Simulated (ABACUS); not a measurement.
Set-up for a self-consistent single point of BaTiO3 (Pm-3m, 5 atoms in the cell; from Materials Project mp-2998, changed as shown).

```xyz
5
Lattice="3.9275 0.0000 0.0000 0.0000 3.9275 0.0000 0.0000 0.0000 3.9275" Properties=species:S:1:pos:R:3 pbc="T T T"
Ba     1.9638     1.9638     1.9638
Ti     0.0000     0.0000     0.0000
O      1.9638     0.0000     0.0000
O      0.0000     1.9638     0.0000
O      0.0000     0.0000     1.9638
```

Computed with PBE, numerical atomic orbitals DZP (confined pseudo-atomic orbitals with Gaussian additions; energy shift 0.01 Ry), PseudoDojo 0.5 standard norm-conserving PBE (tails mended) pseudopotentials run with ABACUS.

ABACUS settings:

* **basis**: DZP numerical atomic orbitals, energy shift 0.01 Ry
* **KPT**: Gamma 8 8 8 0 0 0
* **basis_type**: lcao
* **dft_functional**: PBE
* **ecutwfc**: 100 Ry
* **smearing_method**: fd
* **smearing_sigma**: 0.00367493 Ry
* **potentials**: PseudoDojo 0.5 standard norm-conserving PBE (tails mended)
* **symmetry**: 1
* **symmetry_prec**: 1e-05
* **ks_solver**: scalapack_gvx
* **scf_nmax**: 100
* **scf_thr**: 1.0e-06
* **mixing_type**: pulay

Results:

Number of valence electrons: 40
Number of bands: 30
Number of k-points after the program's reduction: 35
Size of the basis: 79
Number of SCF iterations: 10
Free energy E − TS: -3734.6964 eV
Top of the valence band (on the code's own zero): 11.35 eV
Gap on the k-point mesh: 1.80 eV
Pressure: 13.32 GPa

Stress (GPa, positive for compression):
```
13.32   0.00   0.00
 0.00  13.32   0.00
 0.00   0.00  13.32
```

Gaps are taken between levels on the mesh.

For comparison: a first run was changed to give this one (lattice scaled by 0.98), and from it to this one the free energy rises by 32.3 meV/atom, the pressure goes from 0.94 to 13.32 GPa and the gap on the mesh goes from 1.676 to 1.801 eV.

The atom-centred basis is finite, which shifts total energies, pressures and gaps against plane waves. The structure comes from a collection of computed structures, made at another level of theory; the collection holds predicted forms beside known ones.

Cost on one core: very roughly 18 core-seconds.

The atomic orbitals were generated for these runs; they are not ABACUS's published sets and were checked against plane waves on a few crystals only.

“Tails mended”: in these copies of the files the far tail of each local potential was reset to the Coulomb form.
